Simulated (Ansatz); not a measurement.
One crystal and one scan (scan of one atom of the cell) at two levels, PBE (plane waves to 420 eV, PAW, scalar-relativistic; Ansatz, a program for electronic structure) and PBEsol (plane waves to 420 eV, PAW, scalar-relativistic; Ansatz), each from its own relaxed cell and on its own mesh.

The crystal is AlFe (CsCl type); one Fe atom of a 2-atom cell moves by s along Cartesian z, with its periodic images.

The energy includes the smearing's −TS. AlFe was relaxed with its symmetry unable to fall. Relaxed AlFe ends ferromagnetic. The magnetic order is the one the run started from; other orders were not tried. (PBE) Relaxed AlFe ends ferromagnetic. (PBEsol) Relaxed AlFe ends ferromagnetic. With partly filled bands, energies and forces of such displacements shift with the k mesh and the smearing.

```csv
quantity,run 1,run 2
Lattice constant a (Å),2.845,2.875
Magnetic moment of the relaxed cell (μB/cell),0.68,0.70
Force constant k = d²E/ds² at s = 0 (finite differences) (eV/Å²),8.61,7.97
Zone-centre optical wavenumber from k (cm⁻¹),359,345
```

Problem. Which run is which level?

Solution. Run 2 is PBE, run 1 is PBEsol. PBE gives the higher value for: lattice constant a. PBE gives the lower value for: force constant k = d²E/ds² at s = 0; zone-centre optical wavenumber from k. Both give the same shape of the curve: a single well with its minimum at or next to zero displacement. Neither level is exact: the differences show how much the result hangs on the functional.

(A displaced cell: forces are minus the slopes of the energy, force constants its curvatures, and phonons follow from these.)
